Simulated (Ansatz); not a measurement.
BaCuTeF:
Space group P4/nmm, origin choice 1 (No. 129); a = b = 4.420 Å, c = 9.427 Å, α = β = γ = 90.00°

```csv
atom,site,symmetry,x,y,z
Ba,2c,4mm,0.5000,0.0000,0.3433
Cu,2a,-4m2,0.0000,0.0000,0.0000
Te,2c,4mm,0.0000,0.5000,0.1598
F,2b,-4m2,0.5000,0.5000,0.5000
```

Relaxed with r²SCAN. 

### Question
HSE06 on this cell (Ansatz, a quantum-chemistry and plane-wave program, PAW) gives a gap of 1.94 eV. What does r²SCAN give?

### Answer
1.23 eV.

Cost on shared cores: the r²SCAN run (SCF on a 6×6×3 mesh, then bands and DOS) around 5 core-minutes (rough), the HSE06 run (SCF on 4×4×2, then a few points) roughly 8 core-minutes; the tasks are unlike.

The first step of the workflow began from a Materials Project structure, measured or hypothetical; the Crystallography Open Database copy checked does not list it. Its standing as an ambient phase is unchecked. Symmetry was held in the r²SCAN relaxation; phonons show weakly imaginary modes. The run is not spin-polarised. No Hubbard U is applied. Scalar-relativistic: spin–orbit coupling is off unless named, which matters more the heavier the elements.

Potentials: the earlier of the program's two PAW sets. The files were generated under PBE; for other functionals the program regenerates the frozen cores, and for LDA and PBEsol the local potential too.

Ansatz is a plane-wave DFT program.
